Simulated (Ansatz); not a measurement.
CuI:
Space group F-43m (No. 216); a = b = c = 6.0790 Å, α = β = γ = 90.00°

```tsv
atom	site	symmetry	x	y	z
Cu	4c	-43m	0.2500	0.2500	0.2500
I	4a	-43m	0.0000	0.0000	0.0000
```
(The calculation used a cell of 2 atoms; values per cell refer to that cell.)

Relaxed with PBE.

Q: Decompose the optical modes at the zone centre into irreducible representations, and say which are infrared and Raman allowed.

A: Point group -43m: Γ_opt = T2. Infrared: T2. Raman: T2.

Q: Assign frequencies (DFPT, plane-wave PAW PBE (Ansatz code); without the LO–TO term).

A: T2 122 cm⁻¹.

The PBE relaxation kept the symmetry of its start; phonons on a q-mesh show no instability. The run is not spin-polarised. Scalar-relativistic: spin–orbit coupling is off unless named, which matters more the heavier the elements.

Potentials: the later of the program's two PAW sets.
